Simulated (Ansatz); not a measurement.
AlNi₃ (Pm-3m); total moment held at 0.95 μB.

```xyz
4
Lattice="3.5231 0.0000 0.0000 0.0000 3.5231 0.0000 0.0000 0.0000 3.5231" Properties=species:S:1:pos:R:3 pbc="T T T"
Al    0.0000    0.0000    0.0000
Ni    0.0000    1.7615    1.7615
Ni    1.7615    0.0000    1.7615
Ni    1.7615    1.7615    0.0000
```

The source of the geometry is a structure from the Materials Project; atoms and cell stay fixed.

Functional, mesh and filling: PBE, 10×10×10 k mesh, Fermi–Dirac smearing of 0.03 eV. PAW means Ansatz 0.2.0 on its default frozen-core files. Site moments are integrated in spheres about the atoms. Start moments (μB): Ni2 0.317, Ni3 0.317, Ni4 0.316.

Iteration by iteration:

| iteration | Harris–Foulkes energy less the last (meV) | density residual (eV) | M (μB) | ∫|m| (μB) |
| --- | --- | --- | --- | --- |
| 1 | -356.611 | 1.7e+00 | 0.9500 | 0.9503 |
| 2 | -214.945 | 4.4e-01 | 0.9500 | 0.9599 |
| 3 | -121.025 | 3.9e-01 | 0.9500 | 0.9744 |
| 4 | -10.777 | 4.0e-02 | 0.9500 | 1.0485 |
| 5 | -0.946 | 6.6e-03 | 0.9500 | 1.0848 |
| 6 | -4.937 | 7.4e-02 | 0.9500 | 1.0908 |
| 7 | 0.021 | 7.5e-04 | 0.9500 | 1.0903 |
| 8 | -0.009 | 6.6e-05 | 0.9500 | 1.0920 |
| 9 | 0.000 | 2.4e-06 | 0.9500 | 1.0925 |
| 10 | 0.000 | 1.3e-06 | 0.9500 | 1.0924 |
| 11 | 0.000 | 2.5e-08 | 0.9500 | 1.0923 |
| 12 | 0.000 | 4.0e-09 | 0.9500 | 1.0923 |

Site moments (μB): Al1 -0.01, Ni2 0.34, Ni3 0.34, Ni4 0.34. Cell moment 0.95 μB.

The Ansatz runs typed with the search for lower states off end where their start leads. These are results for the start and cell typed. The real compound can order otherwise, in a larger cell, or not at all, since semilocal functionals without spin fluctuations often overstate magnetism; near a collapse of the moment, mesh and smearing move it by tens of per cent.
